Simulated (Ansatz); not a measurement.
**HfZr₂Te₆: stable or not**

It was reached by relaxing an invented guess, and it needn't be the stable form of this composition.

Computed with Ansatz 0.2.0, DFT PBE, scalar-relativistic, plane waves, PAW. Plane waves to 420 eV, a 12×12×2 mesh through Γ for the 9-atom cell and 0.10 eV Gaussian smearing; no spin polarisation.

Space group P-3m1 (No. 164). a = 3.971 Å, b = 3.971 Å, c = 21.361 Å, α = 90.00°, β = 90.00°, γ = 120.00°
```
atom  site  symmetry       x       y       z
  Zr    2c       3m. 0.0000  0.0000  0.8346
  Hf    1b      -3m. 0.0000  0.0000  0.5000
  Te    2d       3m. 0.3333  0.6667  0.9189
  Te    2d       3m. 0.3333  0.6667  0.2498
  Te    2d       3m. 0.3333  0.6667  0.5831
```

The zero of energy is the elements' standard structures at the same level; no fitted shifts are applied.

Question: These tests were run: energy against the elements; phonons on a 2×2×1 q mesh. What do they show?

Answer:

| test | result |
| --- | --- |
| energy against the elements | −0.87 eV/atom |
| phonons on a 2×2×1 q mesh | no imaginary mode on the mesh |

It fails none of these tests. Whether a mixture of other phases lies lower isn't tested here.

No dispersion correction is applied, so the spacing and binding between layers, chains or molecules are poorly described. Spin–orbit coupling, which can matter for Hf and Te, is left out. The reference form of Te is held partly by dispersion forces, which this level lacks. The run for the phonons used a 12×12×2 k mesh and Fermi–Dirac smearing of 0.15 eV.
